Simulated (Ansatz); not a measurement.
Hg₄Pt (space group Im-3m)

Space group Im-3m (No. 229); a = b = c = 6.286 Å, α = β = γ = 90.00°

```csv
atom,site,symmetry,x,y,z
Hg,8c,.-3m,0.2500,0.2500,0.2500
Pt,2a,m-3m,0.0000,0.0000,0.0000
```
(The calculation used a cell of 5 atoms; values per cell refer to that cell.)

E(V) scan at fixed shape, V₀ the volume above. Symmetry pins the atoms to their sites.

Computed with r2SCAN (plane waves to 500 eV, PAW, scalar-relativistic; Ansatz, a first-principles code). k mesh 11×11×11 (Γ-centred), Fermi-Dirac smearing 0.05 eV. Energies are smeared free energies. Compression counts positive. Hg4Pt is run without spin polarisation. Hg4Pt was relaxed with its symmetry unable to fall. Spin-orbit coupling is left out, though Hg and Pt are heavy. ΔE is measured from the relaxed starting cell.

```csv
V/V₀,ΔE (eV/atom),P (GPa)
0.840,0.223,21.8
0.867,0.144,16.4
0.893,0.086,11.8
0.920,0.045,8.0
0.947,0.019,4.9
0.973,0.004,2.2
1.000,0.000,0.0
1.027,0.004,-1.8
1.053,0.015,-3.3
1.080,0.031,-4.6
1.107,0.052,-5.6
1.133,0.077,-6.4
1.160,0.105,-7.0
```

What the scan shows:

The pressure at the smallest volume is 21.8 GPa, the energy cost of the largest compression is 223 meV/atom and the energy cost of the largest expansion is 105 meV/atom. The bulk modulus B₀ (third-order Birch-Murnaghan fit) is 74.8 GPa, the pressure derivative B₀′ (fit) is 6.0 and the equilibrium volume of the fit comes out as 24.84 Å³/atom. The pressure for 5 % compression (fit) is 4.5 GPa.

(Under strain, the slope of the energy per volume gives the stress and its curvature an elastic modulus.)
